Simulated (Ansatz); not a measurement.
# Eigenvalues along a path: Cu (hcp type)

```
CELL_PARAMETERS angstrom
1.90451 0.00000 0.00000
-0.95226 1.64936 0.00000
0.00000 0.00000 3.12130
ATOMIC_POSITIONS crystal
Cu 0.33333 0.66667 0.25000
Cu 0.66667 0.33333 0.75000
```

The cell comes from a relaxation on PAW files under the same functional, begun from a prototype that needn't be the stable phase.

Level of theory: DFT with LDA, scalar-relativistic, in Ansatz 0.2.0; a Γ-centred 17×17×10 k mesh, Fermi–Dirac smearing of 0.1 eV, no spin polarisation. LAPW: all electrons, basis error target 1 meV/atom.

This run: volume at 0.45 of the series' base cell.

The structure type is held throughout; the real material can change phase at far lower pressure.

Path points, in fractions of the reciprocal vectors: Γ (0.000, 0.000, 0.000), M (0.500, 0.000, 0.000), K (0.333, 0.333, 0.000), A (0.000, 0.000, 0.500), L (0.500, 0.000, 0.500), H (0.333, 0.333, 0.500). Levels in eV from the Fermi level; bands 9 to 21, counted from the lowest band of the run. The gap is zero, the pressure 1042 GPa.

```
# k(1/Å) point b9 b10 b11 b12 b13 b14 b15 b16 b17 b18 b19 b20 b21
0.000 Γ -18.91 -14.75 -9.33 -9.13 -9.13 -8.27 -8.27 -7.15 -7.15 -4.71 -4.36 -4.36 10.40
0.476 - -17.92 -14.09 -10.18 -8.73 -8.64 -8.46 -8.33 -7.67 -7.58 -7.16 -4.18 -0.12 10.36
0.952 - -15.57 -13.33 -11.54 -10.82 -9.15 -8.43 -7.99 -6.74 -6.72 -6.13 -3.91 4.72 10.29
1.429 - -14.48 -13.58 -13.46 -9.69 -9.14 -8.68 -8.46 -4.75 -4.37 -3.77 -3.64 8.28 9.69
1.905 M -14.79 -14.13 -13.59 -9.41 -8.95 -8.59 -8.02 -3.88 -3.74 -3.51 -0.18 4.07 13.33
2.180 - -14.50 -14.08 -13.34 -9.53 -9.00 -8.99 -7.98 -3.90 -3.86 -3.82 0.34 4.47 13.77
2.455 - -13.97 -13.73 -12.73 -9.91 -9.78 -9.17 -7.86 -4.45 -4.14 -4.02 1.67 5.38 14.64
2.730 - -13.88 -12.71 -12.14 -10.93 -9.93 -9.46 -7.60 -4.88 -4.37 -4.30 3.47 6.45 10.67
3.004 K -13.87 -11.93 -11.93 -11.65 -9.78 -9.78 -7.42 -4.72 -4.72 -4.44 4.92 7.61 7.61
3.554 - -13.58 -12.60 -12.18 -11.75 -10.06 -8.77 -8.09 -5.90 -4.26 -3.93 -0.12 10.42 11.69
4.104 - -14.52 -12.60 -12.06 -11.87 -9.37 -9.00 -7.70 -7.24 -5.74 -4.65 -4.07 6.39 10.56
4.654 - -17.61 -13.89 -10.40 -9.06 -8.71 -8.37 -8.21 -7.98 -7.40 -7.07 -4.17 0.61 10.36
5.204 Γ -18.91 -14.75 -9.33 -9.13 -9.13 -8.27 -8.27 -7.15 -7.15 -4.71 -4.36 -4.36 10.40
5.455 - -18.63 -14.70 -9.44 -9.21 -9.21 -8.38 -8.38 -6.91 -6.91 -5.51 -4.38 -4.38 11.48
5.707 - -17.81 -14.60 -9.72 -9.34 -9.34 -8.65 -8.65 -7.27 -6.36 -6.36 -4.46 -4.46 14.16
5.959 - -16.63 -14.71 -10.00 -9.37 -9.37 -9.00 -8.98 -8.98 -5.72 -5.72 -4.70 -4.70 17.55
6.210 A -15.41 -15.41 -9.93 -9.93 -9.24 -9.24 -9.24 -9.24 -5.13 -5.13 -5.13 -5.13 20.94
6.687 - -14.62 -14.62 -10.79 -10.79 -9.24 -9.24 -8.70 -8.70 -5.21 -5.21 -4.62 -4.62 21.47
7.163 - -13.83 -13.83 -11.38 -11.38 -9.01 -9.01 -7.52 -7.52 -5.17 -5.17 -3.47 -3.47 20.92
7.639 - -14.50 -14.50 -11.96 -11.96 -6.96 -6.96 -6.51 -6.51 -4.30 -4.30 -1.95 -1.95 14.98
8.115 L -14.87 -14.87 -12.28 -12.28 -6.93 -6.93 -5.22 -5.22 -3.66 -3.66 -0.57 -0.57 11.78
8.390 - -14.62 -14.62 -12.10 -12.10 -7.56 -7.56 -5.48 -5.48 -3.97 -3.97 0.60 0.60 11.80
8.665 - -13.96 -13.96 -11.66 -11.66 -8.81 -8.81 -6.30 -6.30 -4.08 -4.08 2.91 2.91 11.74
8.940 - -13.08 -13.08 -11.46 -11.46 -9.71 -9.71 -7.08 -7.08 -4.15 -4.15 5.54 5.54 11.15
9.215 H -12.24 -12.24 -12.09 -12.09 -9.77 -9.77 -7.34 -7.34 -4.22 -4.22 7.53 7.53 9.82
9.765 - -13.43 -13.43 -11.00 -11.00 -9.74 -9.74 -7.45 -7.45 -3.83 -3.83 2.03 2.03 14.80
10.314 - -13.50 -13.50 -10.88 -10.88 -10.13 -10.13 -7.38 -7.38 -4.46 -4.46 -2.77 -2.77 20.69
10.864 - -14.39 -14.39 -10.95 -10.95 -9.35 -9.35 -8.49 -8.49 -5.22 -5.22 -4.47 -4.47 21.63
11.414 A -15.41 -15.41 -9.93 -9.93 -9.24 -9.24 -9.24 -9.24 -5.13 -5.13 -5.13 -5.13 20.94
```
